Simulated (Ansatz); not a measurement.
A geometry of Hf3N4 away from equilibrium: the start of the relaxation of a generated cell, Hf3N4 built in a common structure type. Calculation: PBEsol (plane waves to 420 eV, PAW, scalar-relativistic; Ansatz, an electronic-structure program). Γ-centred k-mesh 4×4×4 on the run's cell (coarser than for final values), Fermi–Dirac smearing 0.05 eV.

```xyz
14
Lattice="-3.3500 3.3500 3.3500 3.3500 -3.3500 3.3500 3.3500 3.3500 -3.3500" Properties=species:S:1:pos:R:3 pbc="T T T"
Hf     2.5125     0.0000     1.6750
Hf     0.8375     0.0000     5.0250
Hf     1.6750     2.5125     0.0000
Hf     5.0250     0.8375     0.0000
Hf     0.0000     1.6750     2.5125
Hf     0.0000     5.0250     0.8375
N      0.5561     0.5561     0.5561
N     -0.5561     2.7939     0.5561
N      2.7939     0.5561    -0.5561
N      0.5561    -0.5561     2.7939
N      2.2311     2.2311     2.2311
N      1.1189     4.4689    -1.1189
N     -1.1189     1.1189     4.4689
N      4.4689    -1.1189     1.1189
```

Task: Which atoms carry the largest force, and which way does it point?

Result: 1.11 eV/Å, on N7, N8, N9, N10, N11, N12, N13, N14 (atoms numbered as listed); on N9 its components are (0.64, -0.64, 0.64).

Task: What is the pressure?

Result: -9.4 GPa, compression positive.

No spin polarisation in the result.

The run could not lose the symmetry of its start.

The first start was generated by placing the elements on the sites of a structure type. A measured structure of Hf3N4 has the same space group, I-43d (No. 220); the sites were not compared with it.
